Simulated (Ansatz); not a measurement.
# NaI: modes and screening against the lattice constant

Level of theory: DFT LDA, scalar-relativistic, plane waves, PAW in Ansatz 0.2.0. Plane waves to 420 eV; Γ-centred k mesh 6×6×6; fixed occupations. No spin polarisation. Phonons by linear response, acoustic sum rule imposed.

The cell is fixed (symmetry leaves no force on the atoms) and stands under 0.8 GPa:
```cif
data_structure
_symmetry_space_group_name_H-M 'P 1'
_symmetry_Int_Tables_number 1
_cell_length_a 4.3732
_cell_length_b 4.3732
_cell_length_c 4.3732
_cell_angle_alpha 60.000
_cell_angle_beta 60.000
_cell_angle_gamma 60.000
_cell_volume 59.14
loop_
_atom_site_label
_atom_site_type_symbol
_atom_site_fract_x
_atom_site_fract_y
_atom_site_fract_z
_atom_site_occupancy
Na1 Na 0.00000 0.00000 0.00000 1
I1 I 0.50000 0.50000 0.50000 1
```

The cell is the ideal cubic rocksalt prototype. Spin–orbit coupling is left out, which matters for heavy elements.

Task: How do the optical zone-centre modes (counted from the lowest optical one, degenerate ones once; i marks imaginary ones; without the LO field) and the screening change over a = 6.185 and 6.281 Å?

Result:
```csv
a (Å),6.185,6.281
pressure (GPa),0.8,-0.2
gap on the mesh (eV),3.74,3.59
ε∞,3.70,3.61
ε0,6.4,7.0
mode 1 (cm⁻¹),143,127
```